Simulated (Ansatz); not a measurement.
### Question
Mg (hcp (Mg type), P6_3/mmc) is relaxed with PBE+D3(BJ) (plane waves, PAW; program Ansatz). What lattice parameters of the conventional cell result?

### Answer
a = 3.151 Å, c = 5.048 Å.

Symmetry was held in the PBE+D3(BJ) relaxation. The pairwise dispersion correction was not fitted to metals. Axis ratios of metals converge slowly with the k-mesh, so a and c are less sure than the volume.

Potentials: the earlier of the program's two PAW sets.
